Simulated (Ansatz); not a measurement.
**LiNbO3: do energies and stresses tell the same story?**

These are results of DFT r2SCAN, scalar-relativistic, plane waves, PAW (Ansatz 0.2.0), not measurements.

Settings: cutoff 500 eV, Γ-centred mesh 6×6×6 on the computed 10-atom cell, Gaussian smearing of 0.02 eV; no spin polarisation.

Relaxed cell: R-3c, a = 5.185 Å, b = 5.185 Å, c = 13.688 Å, α = 90.00°, β = 90.00°, γ = 120.00°, 10 atoms in the primitive cell. This form isn't the usual stable structure of the compound.

Energies at zero smearing and pressures from the stress tensor, at volumes with shape and atoms relaxed:
| V (Å³/atom) | E − E(first) (meV/atom) | P (GPa) |
| --- | --- | --- |
| 9.985 | 0.00 | 11.44 |
| 10.304 | -16.38 | 5.23 |
| 10.623 | -21.42 | -0.02 |
| 10.941 | -16.95 | -4.41 |
| 11.260 | -4.57 | -8.03 |

Problem. Check P = −dE/dV between neighbouring volumes, and get the bulk modulus from the pressures alone.

Solution. With 1 eV/Å³ = 160.2 GPa:
```json
{"middle V (Å³/atom)": "10.145", "−ΔE/ΔV (GPa)": "8.237", "mean P (GPa)": "8.331"}
{"middle V (Å³/atom)": "10.463", "−ΔE/ΔV (GPa)": "2.534", "mean P (GPa)": "2.604"}
{"middle V (Å³/atom)": "10.782", "−ΔE/ΔV (GPa)": "-2.249", "mean P (GPa)": "-2.212"}
{"middle V (Å³/atom)": "11.101", "−ΔE/ΔV (GPa)": "-6.225", "mean P (GPa)": "-6.216"}
```

The two differ by 0.09 GPa at most. The mean of two end pressures misses the average over a step by about ΔV² P″/12, up to 0.09 GPa here; with that taken off 0.05 GPa remains, from the finite cutoff, the mesh or the relaxation's tolerance. Around V = 10.623 Å³/atom, the two neighbours give B = −V ΔP/ΔV = 10.623 × 9.63 / 0.637 = 160.5 GPa, against B0 = 158.6 GPa from the Birch–Murnaghan fit of the energies.

Cost: 6 runs of about 10 core-minutes in all, on Intel Xeon Platinum 8259CL (Skylake/Cascade Lake) (shared hosts).